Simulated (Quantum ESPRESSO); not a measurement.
**Band energies of CoP2**

```
CoP2
1.0
    5.51439     0.00000     0.00000
    0.00000     5.51960     0.00000
   -2.29966     0.00000     5.08695
P Co
8 4
Direct
  0.15798   0.87377   0.86763
  0.84202   0.12623   0.13237
  0.84202   0.37377   0.63237
  0.15798   0.62623   0.36763
  0.33937   0.37263   0.18177
  0.66063   0.62737   0.81823
  0.66063   0.87263   0.31823
  0.33937   0.12737   0.68177
  0.27179   0.49812   0.78781
  0.72821   0.50188   0.21219
  0.72821   0.99812   0.71219
  0.27179   0.00188   0.28781
```

LDA (Quantum ESPRESSO, PseudoDojo norm-conserving, 96 Ry, scalar-relativistic); path ΓYHCEM1AXH1,MDZ,YD; energies in eV from the valence-band maximum.

| k (1/Å) | point | band 50 | band 51 | band 52 | band 53 | band 54 | band 55 | band 56 | band 57 |
|---|---|---|---|---|---|---|---|---|---|
| 0.00 | Γ | -1.47 | -1.38 | -1.19 | -1.18 | -0.81 | 0.66 | 1.16 | 1.25 |
| 0.21 |  | -1.48 | -1.42 | -1.22 | -1.13 | -0.71 | 0.50 | 1.25 | 1.27 |
| 0.41 |  | -1.46 | -1.44 | -1.30 | -0.89 | -0.33 | 0.49 | 1.17 | 1.46 |
| 0.62 | Y | -1.51 | -1.41 | -1.41 | -0.49 | -0.49 | 0.84 | 0.84 | 1.49 |
| 0.82 |  | -1.48 | -1.21 | -1.14 | -0.79 | -0.21 | 0.61 | 1.17 | 1.49 |
| 1.02 | H | -1.14 | -0.97 | -0.90 | -0.86 | -0.25 | 1.02 | 1.04 | 1.42 |
| 1.02 | C | -1.27 | -1.00 | -1.00 | -0.58 | -0.58 | 1.65 | 1.65 | 1.75 |
| 1.21 |  | -1.26 | -1.03 | -1.03 | -0.62 | -0.62 | 1.32 | 1.32 | 1.82 |
| 1.40 |  | -1.07 | -1.00 | -1.00 | -0.46 | -0.46 | 0.91 | 0.91 | 1.76 |
| 1.59 | E | -1.04 | -0.75 | -0.75 | -0.21 | -0.21 | 0.67 | 0.67 | 1.41 |
| 1.59 | M1 | -1.21 | -0.54 | -0.54 | -0.41 | -0.41 | 1.01 | 1.01 | 1.06 |
| 1.99 | A | -1.24 | -0.84 | -0.84 | -0.46 | -0.46 | 0.76 | 0.76 | 1.16 |
| 2.18 |  | -1.23 | -0.92 | -0.88 | -0.72 | -0.22 | 0.57 | 1.09 | 1.14 |
| 2.37 |  | -1.43 | -1.23 | -1.17 | -0.60 | -0.10 | 0.50 | 1.25 | 1.35 |
| 2.56 | X | -1.51 | -1.48 | -1.31 | -0.53 | 0.00 | 0.48 | 1.38 | 1.48 |
| 2.76 |  | -1.40 | -1.24 | -1.08 | -0.68 | -0.10 | 0.67 | 1.25 | 1.49 |
| 2.95 | H1 | -1.14 | -0.97 | -0.90 | -0.86 | -0.25 | 1.02 | 1.04 | 1.42 |
| 2.95 | M | -1.21 | -0.54 | -0.54 | -0.41 | -0.41 | 1.01 | 1.01 | 1.06 |
| 3.16 |  | -1.29 | -0.84 | -0.84 | -0.38 | -0.38 | 0.69 | 0.69 | 1.35 |
| 3.36 | D | -1.22 | -1.04 | -1.04 | -0.32 | -0.32 | 0.61 | 0.61 | 1.28 |
| 3.48 |  | -1.24 | -1.06 | -1.06 | -0.42 | -0.42 | 0.61 | 0.61 | 1.48 |
| 3.61 |  | -1.24 | -1.08 | -1.08 | -0.54 | -0.54 | 0.70 | 0.70 | 1.89 |
| 3.85 |  | -1.14 | -1.01 | -1.01 | -0.53 | -0.53 | 1.25 | 1.25 | 2.22 |
| 3.98 | Z | -1.12 | -0.99 | -0.99 | -0.50 | -0.50 | 1.42 | 1.42 | 2.24 |
| 3.98 | Y | -1.51 | -1.41 | -1.41 | -0.49 | -0.49 | 0.84 | 0.84 | 1.49 |
| 4.12 |  | -1.52 | -1.22 | -1.22 | -0.54 | -0.54 | 0.81 | 0.81 | 1.43 |
| 4.26 |  | -1.39 | -0.99 | -0.99 | -0.60 | -0.60 | 0.76 | 0.76 | 1.27 |
| 4.55 | D | -1.22 | -1.04 | -1.04 | -0.32 | -0.32 | 0.61 | 0.61 | 1.28 |

The LDA gap is 0.47 eV; at least one edge lies off the plotted path, at a point of the SCF mesh. The smallest direct gap is 0.48 eV. Another conduction extremum on the path lies within 0.02 eV, too close to call.

Geometry of the Materials Project entry, not relaxed at this level.

The structure is a Materials Project entry; no match was found in the copy of COD used, and its stability was not checked.

The runs are not spin-polarised; magnetic order was not tried.
